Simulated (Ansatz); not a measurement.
Input:

Nb₂CS:
```cif
data_C2Nb4S2
_chemical_formula_sum 'Nb4 C2 S2'
_space_group_name_H-M_alt 'P 1'
_space_group_IT_number 1
_cell_length_a 3.26523
_cell_length_b 3.26523
_cell_length_c 11.58171
_cell_angle_alpha 90.000
_cell_angle_beta 90.000
_cell_angle_gamma 120.000
loop_
_space_group_symop_operation_xyz
  'x, y, z'
loop_
_atom_site_label
_atom_site_type_symbol
_atom_site_fract_x
_atom_site_fract_y
_atom_site_fract_z
_atom_site_occupancy
Nb1 Nb 0.66667 0.33333 0.90384 1
Nb2 Nb 0.33333 0.66667 0.09616 1
Nb3 Nb 0.33333 0.66667 0.40384 1
Nb4 Nb 0.66667 0.33333 0.59616 1
C1 C 0.00000 0.00000 0.00000 1
C2 C 0.00000 0.00000 0.50000 1
S1 S 0.33333 0.66667 0.75000 1
S2 S 0.66667 0.33333 0.25000 1
```

This is the PBEsol-relaxed structure.

Task: All from DFT-PBEsol in the program Ansatz with PAW potentials, unless another level is named. Predict the Poisson's ratio.

Result: 0.28.

Task: Next, the highest zone-centre frequency?

Result: 663 cm⁻¹.

Space group P6_3/mmc. The workflow started from a Materials Project entry (that database holds measured and hypothetical structures alike); the Crystallography Open Database copy checked does not list it. Its standing as an ambient phase is unchecked. The cell was relaxed with PBEsol under the symmetry of its start; of distortions, only those at the zone centre were tested. No spin polarisation was allowed. As this level gives no gap, phonon frequencies hold no LO–TO term and depend on the k-mesh and smearing (Fermi–Dirac, 0.1 eV here).

Potentials: the later of the program's two PAW sets.
